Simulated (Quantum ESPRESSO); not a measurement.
Simulation results for GaSi$_{2}$O$_{5}$F (made-up cell), GaGe$_{2}$O$_{5}$F (made-up cell, one site empty), Si$_{2}$PNO$_{5}$ (made-up cell), Si$_{3}$NO$_{4}$F (made-up cell)

Computed with Quantum ESPRESSO 7.5. Calculation on a made-up crystal cell, not a measurement, run twice, once with a planted mistake found by running each candidate: periodic Kohn-Sham density functional theory in plane waves with PseudoDojo standard norm-conserving scalar-relativistic pseudopotentials, each functional with its own files (v0.5 for PBE, v0.4.1 for LDA and PBEsol), no spin polarisation, no spin-orbit coupling, atoms not relaxed, stress positive in tension, energies less a fixed whole-eV offset for each atom's element; levels are Kohn-Sham levels at fractions of this cell's reciprocal vectors, counted from the reference band (half the neutral cell's valence electrons, rounded up) at Gamma; error bars cover cutoff and k-mesh only, not smearing or the files; each bar is the largest change over components, and at least 0.002 eV, 0.002 eV per angstrom or 0.02 GPa; a charged cell sits in a uniform background, with energy and stress on this program's zero of potential; no dispersion term; energies are for the whole cell, and the offsets were chosen from early runs and are not element reference energies; a distance is the largest change of any value in units of its error bar (the energy's for the smearing term), a scale change is of lengths, and a coarse mesh keeps the half-step shift.

Common to all runs: intended functional pbe; intended cutoff 1143 eV; intended fermi dirac smearing 0.025 eV; intended scf tolerance 1e-07 eV; intended electrons removed 0; healthy smearing term minus ts 0 eV; candidate functional lda; structure shown as intended, without the mistake.

(1) GaSi$_{2}$O$_{5}$F (made-up cell)

Intended structure:
```
cell vectors (Å)
   5.0648    -0.0409     0.0193
  -2.5678     4.4336    -0.0866
   0.0212    -0.0975     5.5103
atoms (fractions of the cell vectors)
Si  0.45773  0.01834  0.67355
Si -0.03764  0.44589  0.35024
Ga  0.53090  0.52273 -0.01595
O   0.39721  0.26728  0.76970
O   0.73650  0.15514  0.46762
O   0.84054  0.59317  0.09625
F   0.23721  0.38457  0.21170
O   0.13588  0.73201  0.56281
O   0.61455  0.88036  0.85367
```

| Property | Result |
| --- | --- |
| lattice type | quartz |
| healthy free energy less offsets | 9.49 eV |
| healthy scf iterations | 11 |
| healthy pressure | 13.95 GPa |
| healthy stress xx | -17.16 GPa |
| healthy stress yy | -14.28 GPa |
| healthy stress zz | -10.4 GPa |
| healthy stress yz | -8.02 GPa |
| healthy stress xz | 1.21 GPa |
| healthy stress xy | -7.85 GPa |
| healthy reference band | 29 |
| faulty free energy less offsets | 6.96 eV |
| faulty scf iterations | 17 |
| faulty smearing term minus ts | -0.025 eV |
| faulty pressure | 1.97 GPa |
| faulty stress xx | -4.45 GPa |
| faulty stress yy | -3.6 GPa |
| faulty stress zz | 2.14 GPa |
| faulty stress yz | -7.24 GPa |
| faulty stress xz | 0.11 GPa |
| faulty stress xy | -5.9 GPa |
| faulty reference band | 29 |
| candidate k points along each vector | 2 |
| candidate cutoff | 688 eV |
| candidate smearing | 0.55 eV |
| candidate scf tolerance | 0.5 eV |
| candidate electrons removed | 1 |
| candidate scale change | 1.82 percent |
| candidate first exchanged site | 1 |
| candidate second exchanged site | 3 |
| intended k mesh | 5 x 5 x 4, shifted by half a step |
| fault kind | wrong charge |
| other mistakes compared | 7 |
| distance from healthy | 935.1 error bars |
| distance from nearest other mistake | 836.2 error bars |
| healthy error bar energy | 0.002706 eV |
| healthy error bar stress | 0.02 GPa |
| healthy error bar force | 0.002035 eV/Å |
| healthy error bar next band up | 0.002 eV |

Atoms:
```
atoms element  atom site  atom energy offset (eV)
           Si          1                     -115
           Si          2                     -115
           Ga          3                    -2080
            O          4                     -452
            O          5                     -452
            O          6                     -452
            F          7                     -677
            O          8                     -452
            O          9                     -452
```

Healthy forces:
```
site  x (eV/Å)  y (eV/Å)  z (eV/Å)
   1     3.208    -3.688     0.599
   2    -0.603     6.698     -3.22
   3    -7.133     4.716    -1.787
   4    -1.864    -3.703    -4.726
   5    -1.372    -2.857     0.443
   6    12.543     0.149      8.59
   7    -2.978    -0.658     2.615
   8     0.051    -1.599    -2.394
   9    -1.853     0.943    -0.121
```

Healthy levels:
```
level k point  next band up (eV)
        Gamma              3.979
(1/2,1/2,1/2)              6.022
   (0.15,0,0)                4.3
   (0,0.15,0)              4.261
   (0,0,0.15)              4.191
```

Faulty forces:
```
site  x (eV/Å)  y (eV/Å)  z (eV/Å)
   1     2.691    -2.929    -0.967
   2     0.207     6.096     -3.31
   3    -7.375     3.876    -0.977
   4    -1.906     -3.38     -4.22
   5    -1.515    -3.222     0.884
   6    12.372     0.393     8.177
   7    -3.006    -0.444     2.421
   8     0.096    -1.329     -1.82
   9    -1.565     0.939    -0.187
```

Faulty levels:
```
level k point  next band up (eV)
        Gamma              4.896
(1/2,1/2,1/2)              6.902
   (0.15,0,0)              5.197
   (0,0.15,0)              5.161
   (0,0,0.15)              5.096
```

Candidate mistake: coarse kmesh, low cutoff, wide smearing, wrong functional, loose scf, wrong charge, cell scaled, atoms exchanged

(2) GaGe$_{2}$O$_{5}$F (made-up cell, one site empty)

Intended structure:
```
cell vectors (Å)
   2.4797     1.4316     4.4665
  -2.4797     1.4316     4.4665
   0.0000    -2.8633     4.4665
atoms (fractions of the cell vectors)
Ge  0.16212  0.12990  0.15502
Ge  0.64453  0.64857  0.64831
Ga  0.86268  0.85094  0.85172
O   0.55627  0.93780  0.24584
O   0.24770  0.55975  0.93736
O   0.94281  0.24446  0.55879
O   0.44711  0.05747  0.75596
F   0.75214  0.45009  0.06161
O   0.04816  0.76422  0.43258
```

| Property | Result |
| --- | --- |
| lattice type | corundum |
| empty site | 1 |
| healthy free energy less offsets | 13.524 eV |
| healthy scf iterations | 13 |
| healthy pressure | -2.91 GPa |
| healthy stress xx | 2.83 GPa |
| healthy stress yy | 4.5 GPa |
| healthy stress zz | 1.41 GPa |
| healthy stress yz | 1.01 GPa |
| healthy stress xz | -4.69 GPa |
| healthy stress xy | 5.06 GPa |
| healthy reference band | 39 |
| faulty free energy less offsets | 13.758 eV |
| faulty scf iterations | 13 |
| faulty smearing term minus ts | 0 eV |
| faulty pressure | -2.66 GPa |
| faulty stress xx | 0.36 GPa |
| faulty stress yy | 6.66 GPa |
| faulty stress zz | 0.97 GPa |
| faulty stress yz | 1.69 GPa |
| faulty stress xz | 3.17 GPa |
| faulty stress xy | -4.54 GPa |
| faulty reference band | 39 |
| candidate k points along each vector | 2 |
| candidate cutoff | 613 eV |
| candidate smearing | 0.62 eV |
| candidate scf tolerance | 0.2 eV |
| candidate electrons removed | -1 |
| candidate scale change | 1.18 percent |
| candidate first exchanged site | 8 |
| candidate second exchanged site | 9 |
| intended k mesh | 5 x 5 x 5, shifted by half a step |
| fault kind | atoms exchanged |
| other mistakes compared | 7 |
| distance from healthy | 2044 error bars |
| distance from nearest other mistake | 1973 error bars |
| healthy error bar energy | 0.00265 eV |
| healthy error bar stress | 0.03393 GPa |
| healthy error bar force | 0.002 eV/Å |
| healthy error bar next band up | 0.002 eV |

Atoms:
```
atoms element  atom site  atom energy offset (eV)
           Ge          2                    -2430
           Ge          3                    -2430
           Ga          4                    -2080
            O          5                     -452
            O          6                     -452
            O          7                     -452
            O          8                     -452
            F          9                     -677
            O         10                     -452
```

Healthy forces:
```
site  x (eV/Å)  y (eV/Å)  z (eV/Å)
   2     1.254     0.241     1.602
   3    -1.079      1.67    -1.227
   4    -1.044     0.903     0.635
   5     0.642    -0.969    -0.057
   6     1.115     0.294    -0.267
   7    -1.539      0.31     0.356
   8     0.645    -1.396    -0.364
   9     0.837    -0.231    -0.657
  10    -0.832    -0.823    -0.022
```

Healthy levels:
```
level k point  next band up (eV)
        Gamma              1.425
(1/2,1/2,1/2)              3.589
   (0.15,0,0)              1.913
   (0,0.15,0)              1.941
   (0,0,0.15)              1.897
```

Faulty forces:
```
site  x (eV/Å)  y (eV/Å)  z (eV/Å)
   2    -2.834    -1.595     1.748
   3     2.503    -0.077    -1.265
   4     1.271    -0.084     0.626
   5    -0.154    -0.761    -0.224
   6     1.299      1.21     0.332
   7    -1.117    -0.017    -0.141
   8    -0.769    -0.024      -0.7
   9     0.782     1.679    -0.311
  10    -0.981    -0.331    -0.066
```

Faulty levels:
```
level k point  next band up (eV)
        Gamma              1.364
(1/2,1/2,1/2)              3.562
   (0.15,0,0)              1.876
   (0,0.15,0)              1.841
   (0,0,0.15)              1.845
```

Candidate mistake: coarse kmesh, low cutoff, wide smearing, wrong functional, loose scf, wrong charge, cell scaled, atoms exchanged

(3) Si$_{2}$PNO$_{5}$ (made-up cell)

Intended structure:
```
cell vectors (Å)
   5.1182     0.0000     0.0000
  -2.5591     4.4325     0.0000
   0.0000     0.0000     5.6178
atoms (fractions of the cell vectors)
Si  0.46810 -0.01347  0.66364
P  -0.00655  0.44429  0.33353
Si  0.52864  0.53503 -0.00509
O   0.41993  0.27501  0.80978
N   0.73365  0.14231  0.46029
O   0.86086  0.59510  0.11796
O   0.24246  0.40160  0.21108
O   0.13792  0.73509  0.55985
O   0.60020  0.85083  0.89734
```

| Item | Value |
| --- | --- |
| lattice type | quartz |
| healthy free energy less offsets | 4.14 eV |
| healthy scf iterations | 12 |
| healthy pressure | -13.11 GPa |
| healthy stress xx | 14.28 GPa |
| healthy stress yy | 10.8 GPa |
| healthy stress zz | 14.27 GPa |
| healthy stress yz | -0.17 GPa |
| healthy stress xz | 2.47 GPa |
| healthy stress xy | -1.52 GPa |
| healthy reference band | 24 |
| faulty free energy less offsets | 3.974 eV |
| faulty scf iterations | 12 |
| faulty smearing term minus ts | 0 eV |
| faulty pressure | -10.95 GPa |
| faulty stress xx | 12.19 GPa |
| faulty stress yy | 8.35 GPa |
| faulty stress zz | 12.31 GPa |
| faulty stress yz | 0 GPa |
| faulty stress xz | 2.79 GPa |
| faulty stress xy | -1.76 GPa |
| faulty reference band | 24 |
| candidate k points along each vector | 2 |
| candidate cutoff | 580 eV |
| candidate smearing | 0.69 eV |
| candidate scf tolerance | 0.04 eV |
| candidate electrons removed | -1 |
| candidate scale change | -0.58 percent |
| candidate first exchanged site | 1 |
| candidate second exchanged site | 2 |
| intended k mesh | 5 x 5 x 4, shifted by half a step |
| fault kind | cell scaled |
| other mistakes compared | 7 |
| distance from healthy | 150.3 error bars |
| distance from nearest other mistake | 151.3 error bars |
| healthy error bar energy | 0.0021 eV |
| healthy error bar stress | 0.02247 GPa |
| healthy error bar force | 0.002 eV/Å |
| healthy error bar next band up | 0.002 eV |

Atoms:
```
atoms element  atom site  atom energy offset (eV)
           Si          1                     -115
            P          2                     -189
           Si          3                     -115
            O          4                     -452
            N          5                     -283
            O          6                     -452
            O          7                     -452
            O          8                     -452
            O          9                     -452
```

Healthy forces:
```
site  x (eV/Å)  y (eV/Å)  z (eV/Å)
   1     0.191      1.94     2.374
   2    -3.587    -0.277     1.588
   3      1.33    -0.588     2.511
   4     1.169     -3.39    -2.236
   5     1.521     2.708     -2.07
   6     1.255    -1.095     2.185
   7     0.083     0.955    -0.099
   8      0.28    -2.006    -2.127
   9    -2.242     1.754    -2.127
```

Healthy levels:
```
level k point  next band up (eV)
        Gamma              3.429
(1/2,1/2,1/2)              4.531
   (0.15,0,0)              3.696
   (0,0.15,0)              3.656
   (0,0,0.15)              3.625
```

Faulty forces:
```
site  x (eV/Å)  y (eV/Å)  z (eV/Å)
   1     0.165     1.989     2.545
   2    -3.732    -0.119     1.646
   3      1.36    -0.599     2.752
   4     1.142    -3.637    -2.473
   5     1.595      2.63    -2.165
   6     1.373     -1.04     2.221
   7     0.294     0.902    -0.139
   8     0.108     -2.18    -2.214
   9    -2.303     2.054    -2.173
```

Faulty levels:
```
level k point  next band up (eV)
        Gamma              3.618
(1/2,1/2,1/2)              4.747
   (0.15,0,0)              3.889
   (0,0.15,0)               3.85
   (0,0,0.15)              3.816
```

Candidate mistake: coarse kmesh, low cutoff, wide smearing, wrong functional, loose scf, wrong charge, cell scaled, atoms exchanged

(4) Si$_{3}$NO$_{4}$F (made-up cell)

Intended structure:
```
cell vectors (Å)
   4.9288     0.0000     0.0000
  -2.4644     4.2684     0.0000
   0.0000     0.0000     5.4099
atoms (fractions of the cell vectors)
Si  0.46115 -0.01453  0.66907
Si  0.00324  0.46420  0.33559
Si  0.52983  0.53097 -0.00512
O   0.41504  0.28057  0.78541
N   0.72664  0.13089  0.45252
O   0.86162  0.59088  0.12673
O   0.26627  0.41264  0.20867
F   0.15187  0.74876  0.54236
O   0.59679  0.85247  0.87830
```

| Quantity | Value |
| --- | --- |
| lattice type | quartz |
| healthy free energy less offsets | 6.624 eV |
| healthy scf iterations | 12 |
| healthy pressure | 10.23 GPa |
| healthy stress xx | -5.24 GPa |
| healthy stress yy | -12.02 GPa |
| healthy stress zz | -13.42 GPa |
| healthy stress yz | -3.31 GPa |
| healthy stress xz | -1.11 GPa |
| healthy stress xy | -3.38 GPa |
| healthy reference band | 24 |
| faulty free energy less offsets | 6.648 eV |
| faulty scf iterations | 4 |
| faulty smearing term minus ts | 0 eV |
| faulty pressure | 13.31 GPa |
| faulty stress xx | -8.1 GPa |
| faulty stress yy | -15.25 GPa |
| faulty stress zz | -16.57 GPa |
| faulty stress yz | -3.71 GPa |
| faulty stress xz | -1.41 GPa |
| faulty stress xy | -3.61 GPa |
| faulty reference band | 24 |
| candidate k points along each vector | 1 |
| candidate cutoff | 637 eV |
| candidate smearing | 0.34 eV |
| candidate scf tolerance | 0.1 eV |
| candidate electrons removed | -1 |
| candidate scale change | 1.26 percent |
| candidate first exchanged site | 6 |
| candidate second exchanged site | 8 |
| intended k mesh | 5 x 5 x 4, shifted by half a step |
| fault kind | loose scf |
| other mistakes compared | 7 |
| distance from healthy | 161.3 error bars |
| distance from nearest other mistake | 158.6 error bars |
| healthy error bar energy | 0.002033 eV |
| healthy error bar stress | 0.02 GPa |
| healthy error bar force | 0.002 eV/Å |
| healthy error bar next band up | 0.002 eV |

Atoms:
```
atoms element  atom site  atom energy offset (eV)
           Si          1                     -115
           Si          2                     -115
           Si          3                     -115
            O          4                     -452
            N          5                     -283
            O          6                     -452
            O          7                     -452
            F          8                     -677
            O          9                     -452
```

Healthy forces:
```
site  x (eV/Å)  y (eV/Å)  z (eV/Å)
   1     4.521     7.566     1.574
   2    -1.908    -5.709     -2.34
   3     1.697     0.231     3.124
   4     0.389    -3.356     -1.72
   5     0.221     0.741    -0.124
   6    -0.917     1.073    -1.164
   7     0.468     0.624     0.547
   8    -3.106    -1.583     0.118
   9    -1.366     0.414    -0.014
```

Healthy levels:
```
level k point  next band up (eV)
        Gamma              3.187
(1/2,1/2,1/2)              4.977
   (0.15,0,0)              3.518
   (0,0.15,0)              3.523
   (0,0,0.15)              3.386
```

Faulty forces:
```
site  x (eV/Å)  y (eV/Å)  z (eV/Å)
   1     4.503      7.55     1.538
   2    -1.928    -5.666     -2.32
   3     1.679     0.213     3.048
   4     0.452     -3.34    -1.623
   5     0.184     0.759    -0.091
   6    -0.952     1.001    -1.108
   7     0.447     0.707     0.481
   8    -3.034    -1.527     0.084
   9    -1.351     0.304     -0.01
```

Faulty levels:
```
level k point  next band up (eV)
        Gamma              3.178
(1/2,1/2,1/2)              4.946
   (0.15,0,0)              3.511
   (0,0.15,0)              3.517
   (0,0,0.15)              3.379
```

Candidate mistake: coarse kmesh, low cutoff, wide smearing, wrong functional, loose scf, wrong charge, cell scaled, atoms exchanged
